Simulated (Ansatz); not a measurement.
An Ansatz (a program for electronic structure) input:

Ansatz 0.2 input:
```yaml
crystal:
  lattice:
    - [0.0, 2.383978443, 2.383978443]
    - [2.383978443, 0.0, 2.383978443]
    - [2.383978443, 2.383978443, 0.0]
  atoms:
    - { symbol: As, position: [0.75, 0.75, 0.75] }
    - { symbol: B, position: [0.0, 0.0, 0.0] }
kpoints:
  mp_grid: { grid: [8, 8, 8] }
  band_path:
    path:
      - [[0.0, 0.0, 0.0], [0.5, 0.0, 0.5], [0.625, 0.25, 0.625]]  # Γ-X-U
      - [[0.375, 0.375, 0.75], [0.0, 0.0, 0.0], [0.5, 0.5, 0.5], [0.5, 0.25, 0.75], [0.5, 0.0, 0.5]]  # K-Γ-L-W-X
      - [VBM, CBM]
    npoints: 12
basis: { xc_grid: 2 }
hamiltonian:
  xc: pbesol
  pseudopotentials: { kind: paw }
magnetization: { noncollinear: true, spin_orbit: true }
scf:
  n_extra_bands: 12
  convergence: { dr2_threshold: 0.0000000001 }
  occupations: { method: gaussian, width: 0.01 }
checkpoint: { write: soc.run }
output: { eigenvalues: true }
```

Task: How many symmetry operations and irreducible k-points will the run report?

Result: 24 operations, 29 of 512 k-points.

Task: With a cutoff of 420 eV, how many plane waves at Γ?

Result: 531.

It took about 17 core-seconds (a rough figure) on shared server cores.

Space group F-43m (zinc blende). The cell was relaxed with PBEsol under the symmetry of its start.

Potentials: the later of the program's two PAW sets.

Ansatz is a plane-wave DFT program.
